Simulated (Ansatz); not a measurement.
An Ansatz (a quantum-chemistry and plane-wave program) run. Input:

Ansatz 0.2 input:
```yaml
crystal:
  lattice:
    - [2.7651784311, 0.0, 0.0]
    - [0.0, 2.7651784311, 0.0]
    - [0.0, 0.0, 3.6029933296]
  atoms:
    - { symbol: Cu, position: [0.5, 0.5, 0.5] }
    - { symbol: Au, position: [0.0, 0.0, 0.0] }
kpoints:
  mp_grid: { grid: [15, 15, 11] }
hamiltonian:
  xc: lda
  pseudopotentials: { azcp: { folder: ./paw }, kind: paw }
scf:
  occupations: { method: fermi_dirac, width: 0.1 }
phonons:
  method: dfpt
  response_accuracy: low
  eigenvectors: true
  rigid_motions: translations
```

Output (shortened):

```
Pseudopotential: Cu, paw, valence charge 19
Pseudopotential: Au, paw, valence charge 19
Functional definition: SPW92
Crystal: 2 atoms, lattice volume = 27.549 Å³
Basis set: ecut = 420 eV, 545 PW (Γ), exchange–correlation on 40×40×50 points (8 copies of the dense FFT grid, shifted against one another)
Bands: 23, of which v1, the nominal top of the filled ones, is band 19 counted from 1 (18 counted from 0)
Symmetry: 16 space group operations
k-points: 384 of 2475 (irreducible under 8 space group operations)
SCF iter   1: F=—  HF=-19425.427556 eV  |F-HF|=—  |Δ(HF+E_count)|=         —  Δρ=1.95e-1  dr2=1.50e1  ethr=3.10e-3  ⟨swp⟩=4.3  Hψ=32150  notcnv=0
preconditioner: auto → Kerker (q_TF=auto, 2.879 Å⁻¹)
SCF iter   2: F=—  HF=-19422.595335 eV  |F-HF|=—  |Δ(HF+E_count)|=    2.83e0  Δρ=8.69e-2  dr2=1.42e0  ethr=3.10e-3  ⟨swp⟩=3.0  Hψ=20073  notcnv=0  defer=4
SCF iter   3: F=—  HF=-19422.260438 eV  |F-HF|=—  |Δ(HF+E_count)|=   3.35e-1  Δρ=2.84e-2  dr2=4.17e-1  ethr=3.10e-3  ⟨swp⟩=2.1  Hψ=16878  notcnv=0  defer=4
SCF iter   4: F=—  HF=-19422.231652 eV  |F-HF|=—  |Δ(HF+E_count)|=   2.88e-2  Δρ=2.41e-2  dr2=9.78e-2  ethr=1.10e-3  ⟨swp⟩=2.4  Hψ=12216  notcnv=0  defer=4
SCF iter   5: F=—  HF=-19422.217703 eV  |F-HF|=—  |Δ(HF+E_count)|=   1.39e-2  Δρ=7.71e-3  dr2=5.46e-3  ethr=2.57e-4  ⟨swp⟩=2.6  Hψ=18354  notcnv=0  defer=4
SCF iter   6: F=—  HF=-19422.226562 eV  |F-HF|=—  |Δ(HF+E_count)|=   8.86e-3  Δρ=2.35e-3  dr2=1.23e-3  ethr=1.44e-5  ⟨swp⟩=2.0  Hψ=13098  notcnv=0  defer=4
SCF iter   7: F=—  HF=-19422.227186 eV  |F-HF|=—  |Δ(HF+E_count)|=   6.24e-4  Δρ=5.92e-4  dr2=1.71e-4  ethr=3.23e-6  ⟨swp⟩=2.0  Hψ=12940  notcnv=0  defer=4
SCF iter   8: F=—  HF=-19422.227145 eV  |F-HF|=—  |Δ(HF+E_count)|=   4.09e-5  Δρ=2.00e-4  dr2=1.19e-5  ethr=4.49e-7  ⟨swp⟩=2.1  Hψ=13228  notcnv=0  defer=4
SCF iter  13: F=-19422.227136 eV  HF=-19422.227136 eV  |F-HF|=3.64e-12  |Δ(HF+E_count)|=  1.09e-11  Δρ=4.51e-8  dr2=4.04e-13  ethr=1.00e-12  ⟨swp⟩=5.1  Hψ=36285  notcnv=0
the search or the solves at the SCF's close seem to have found levels that the self-consistency loop had missed (the run counts 4) …
SCF 1 converged in 13 iterations: F = -19422.227136 eV  dr2 = 4.04e-13
DFPT response loops at Γ: preconditioner auto → Kerker (q_TF=auto, 2.879 Å⁻¹) (partly filled bands, converged f_vac=0.000) …
SCF converged after 13 iterations
Free energy (F): -19422.227136 eV
Harris-Foulkes:  -19422.227136 eV  (|F-HF|=3.64e-12)
Internal energy: -19422.207456 eV  (E = F + TS)
E sigma→0 (E₀):  -19422.217296 eV
Entropy (-TS):   -0.019680 eV (-9.840 meV/atom)
Fermi energy:    19.804377 eV
--- Per-component energies (eV) ---
  E_band       = -532.163622
  E_kinetic    = 841.125584
  E_local      = -6172.194144  (includes V_loc(G=0)·N_el)
  E_nonlocal   = 1001.566448
  E_hartree    = 2648.028959
  E_xc         = -283.917901
  E_vxc        = -351.752318  (∫ρ·V_xc dr)
  E_paw        = -11194.822240  (= ΣΔE_a)
  E_vpaw       = -1146.969426  (= ΣTr[D̂ρ^β])
  E_aug_tail   = 0.002307  (compensation charges beyond the density's cutoff)
  E_ewald      = -6262.968875
  E_core_change = 0.972407  (= ΣΔE_core)
  E_smearing   = -0.019680  (= −TS)
  E_closure    = 0.000000  (closes the sum)
  Σ components = -19422.227136   (vs F -19422.227136, Δ=0.00e0)
  [band-id]    e_kinetic+e_local+e_nonlocal+2·e_hartree+e_vxc+e_vpaw+e_augmentation_tail = -532.163632   (vs E_band -532.163622, Δ=-9.32e-6)
--- Band table (eV; the first three rows and the last of 384) ---
  k-point 0: bands = ["-91.8220", "-86.4970", "-49.6594", "-49.6367", "-49.6367", "-37.7026", "-37.6400", "-37.6400", "9.3932", "12.7149", "12.8811", "15.4690", "15.4690", "16.6407", "16.7439", "17.5240", "18.0156", "18.2617", "18.2617", "21.8290", "28.3575", …
  k-point 1: bands = ["-91.8220", "-86.4970", "-49.6594", "-49.6367", "-49.6367", "-37.7032", "-37.6400", "-37.6400", "9.4999", "12.7362", "12.9202", "15.4923", "15.4923", "16.6603", "16.7111", "17.4928", "17.9932", "18.1864", "18.1864", "21.1859", "29.1563", …
  k-point 2: bands = ["-91.8220", "-86.4970", "-49.6595", "-49.6367", "-49.6367", "-37.7048", "-37.6400", "-37.6400", "9.8096", "12.7951", "13.0291", "15.5604", "15.5604", "16.6215", "16.7163", "17.3999", "17.9295", "17.9836", "17.9836", "19.8218", "30.6670", …
  k-point 383: bands = ["-91.8189", "-86.4819", "-49.6573", "-49.6572", "-49.6559", "-37.8104", "-37.8103", "-37.6757", "12.7578", "13.6538", "13.6842", "15.8212", "16.2947", "16.3044", "16.6638", "17.4843", "18.0206", "18.0994", "24.3126", "25.1124", …
--- Phonons (Γ-DFPT): 4 representative perturbations + reference, on 384 of 2475 k-points (Σ response iterations 12) ---
  ASR residual: 9.518e-4 → 0.000e0 eV/Å²; symmetrization residual: 8.983e-6 eV/Å²
  ASR residual per site (eV/Å²): 2.09e-4 9.52e-4
  Γ frequencies (cm⁻¹): 0.00 0.00 0.00 148.99 148.99 211.17
  non-analytic LO–TO correction: not included (Born effective charges unavailable; polar crystals: no LO–TO splitting at Γ)
```

Cost: about 80 core-seconds (a rough figure) on shared cores.

Space group P4/mmm (L1₀ or tetragonal B2). Symmetry was held in the LDA relaxation; of distortions, only those at the zone centre were tested. The run is not spin-polarised. As this level gives no gap, phonon frequencies hold no LO–TO term and depend on the k-mesh and smearing (Fermi–Dirac, 0.1 eV here). Spin–orbit coupling is left out wherever it is not named.

Potentials: the earlier of the program's two PAW sets.

Ansatz is a plane-wave DFT program.
